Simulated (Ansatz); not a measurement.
C:
```yaml
crystal:
  lattice:
    - [2.32956, 5.54066, 0.00000]
    - [-2.32956, 5.54066, 0.00000]
    - [-1.54879, 0.00000, 3.26331]
  atoms:
    - { symbol: C, position: [0.77389, 0.81496, 0.44804] }
    - { symbol: C, position: [0.22611, 0.18504, 0.55196] }
    - { symbol: C, position: [0.81496, 0.77389, 0.05196] }
    - { symbol: C, position: [0.18504, 0.22611, 0.94804] }
    - { symbol: C, position: [0.07683, 0.55789, 0.87656] }
    - { symbol: C, position: [0.92317, 0.44211, 0.12344] }
    - { symbol: C, position: [0.55789, 0.07683, 0.62344] }
    - { symbol: C, position: [0.44211, 0.92317, 0.37656] }
```

Relaxed with PBE. Special points in fractions of this cell's reciprocal vectors: Γ (0.000, 0.000, 0.000); Y (0.500, 0.500, 0.000); M (0.500, 0.500, 0.500); A (0.000, 0.000, 0.500); L2 (0.000, 0.500, 0.500); V2 (0.000, 0.500, 0.000).

Q: List the band energies nearest the valence-band maximum at these points for PBE (plane waves, PAW; program Ansatz).

A: In eV from the valence-band maximum; about four levels below and three above (degenerate sets whole), none deeper than 8.9 eV; points with the same levels are listed once.

| k | below | above |
|---|---|---|
| Γ | -2.49 -2.46 -1.54 0.00 | 2.97 3.05 4.67 |
| Y | -2.47 -2.02 -1.52 -0.13 | 2.59 3.02 4.25 |
| M | -3.35 -3.35 -0.46 -0.46 | 1.66 1.66 6.27 6.27 |
| A | -3.43 -3.43 -0.61 -0.61 | 1.75 1.75 6.22 6.22 |
| L2 | -2.91 -2.42 -1.35 -0.53 | 1.11 3.57 4.99 |
| V2 | -3.34 -3.30 -1.24 -1.14 | 2.62 2.63 5.75 |

Space group C2/c. The start of the workflow was typed in or built on a structure type; neither database checked (COD, Materials Project) lists it. It is not the phase usual at ambient conditions (space group No. 194, 227). The cell was relaxed with PBE under the symmetry of its start; whether a distortion lowers the energy is not shown. The volume moved by 146 % from the start of the relaxation.

Potentials: the later of the program's two PAW sets.
